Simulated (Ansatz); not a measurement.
# Sn₃Bi: a fit and a missing row

Sn₃Bi, I4/mmm, a = 4.776 Å, c = 9.692 Å. The structure is a Materials Project entry; whether it is the stable form wasn't checked. Ansatz: PBEsol, PAW, 420 eV, Γ-centred 12×12×12 mesh on 4 atoms, Gaussian smearing 0.10 eV; no spin polarisation. Shape and atoms are relaxed at each volume; pressure is positive in compression.

```tsv
V (Å³/atom)	P (GPa)
24.317	9.43
25.146	6.44
25.975	3.93
26.804	1.80
27.633	0.00
28.462	-1.53
29.291	?
30.397	-4.21
```

Q: Take V0 = 27.633 Å³/atom, fit the third-order Birch–Murnaghan form to the other rows, and predict the missing pressure.

A: With the Eulerian strain f = ½[(V0/V)^(2/3) − 1] and y = P/[3f(1 + 2f)^(5/2)], the form is the line y = B0 + 1.5 B0 (B0′ − 4) f. Rows (f, y): 0.04448, 57.1; 0.03245, 56.5; 0.02106, 56.1; 0.01026, 55.6; -0.00976, 54.9; -0.03079, 53.4. Means f = 0.01128, y = 55.600; Σ(Δf)² = 0.003860, ΣΔfΔy = 0.1810; the slope is their ratio. y = 55.07 + 46.90 f GPa, so B0 = 55.1 GPa and B0′ = 4 + 2 × (46.90)/(3 × 55.07) = 4.57. At V = 29.291, f = -0.01905, y = 54.18 and P = -2.81 GPa. The run gave -2.81 GPa, the same to the digits shown.

Spin–orbit coupling is left out, which can shift energies with elements as heavy as these.